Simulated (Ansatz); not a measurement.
## N interstitial in LaIn2

Computed with the plane-wave PAW code Ansatz (scalar-relativistic, PAW set soft_2): r2SCAN, no spin polarisation, 500 eV cutoff, k-mesh 3×3×2 shifted by half a step.

The relaxed host crystal (no gap at this level of theory):

```
In La
1.0
    -2.39071    3.86665    4.61862
     2.39071   -3.86665    4.61862
     2.39071    3.86665   -4.61862
In La
4 2
Direct
  0.71276 0.16011 0.55266
  0.28724 0.83989 0.44734
  0.10745 0.16011 0.94734
  0.89255 0.83989 0.05266
  0.68982 0.43982 0.25000
  0.31018 0.56018 0.75000
```

Supercell of 24 atoms, rows of the matrix [[1,-1,0],[-1,-1,-2],[1,1,0]] times the cell vectors; N interstitial at (0.429, 0.143, 0.214) in fractions of the cell above. Atoms are relaxed at the host's cell, from a start shaken by 0.05 Å near the defect.

Distances from the added N (Å), by shell of the perfect crystal:

```csv
shell,perfect crystal,"relaxed, charge 0"
2 In,2.35,2.56
2 La,2.45 (2.42 to 2.47),2.30 (2.28 to 2.31)
1 La,2.79,2.28
2 In,3.49,3.64
```

```csv
charge,gap of the cell on the mesh (eV)
0,0.00
```

Formation energy of the neutral defect: -1.28 eV, taking atoms from and to the elements' standard states (no corrections for gases), so it belongs to those chemical potentials alone.

A negative value doesn't mean that the atoms enter by themselves: with the elements as reservoirs, compounds of them would form first.

Caveats: small supercell, so energies and levels can be off by tenths of an eV; one random start near the defect, so other minima are possible.
